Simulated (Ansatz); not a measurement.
KRh, DFT, LDA, all-electron LAPW, scalar-relativistic (Ansatz 0.2.0), run on 1 thread of AMD EPYC (Zen 3) on a shared host.

The structure comes from a relaxation in the same program, started in the L10 type, and has space group P4/mmm. Whether it is a known phase or the ground state wasn't checked.

Command: `ansatz run input.yaml --threads 1 --pin off --max-ram 2048MiB --backend cpu --events-out ev --progress --plain --runs-dir out`

```yaml
crystal:
  lattice:
    - [2.6966974211, 0.0, 0.0]
    - [0.0, 2.6966974211, 0.0]
    - [0.0, 0.0, 5.1721604098]
  atoms:
    - { symbol: K, position: [0.0, 0.0, 0.0] }
    - { symbol: Rh, position: [0.5, 0.5, 0.5] }
kpoints:
  mp_grid: { grid: [9, 9, 7] }
scf:
  occupations: { method: fermi_dirac, width: 0.05 }
hamiltonian:
  xc: lda
  pseudopotentials: { kind: all_electron, lapw: { basis_error: 0.01 } }
output:
  forces: true
  stress: true
  eigenvalues: true
```

How large is the problem that the program sets up?

60 irreducible k-points, 257 plane waves at Γ, 26 bands.

Estimate the wall time and the peak memory.

27 s of wall time for 11 SCF iterations, with a peak of 0.32 GiB. Times on shared machines scatter by tens of per cent.
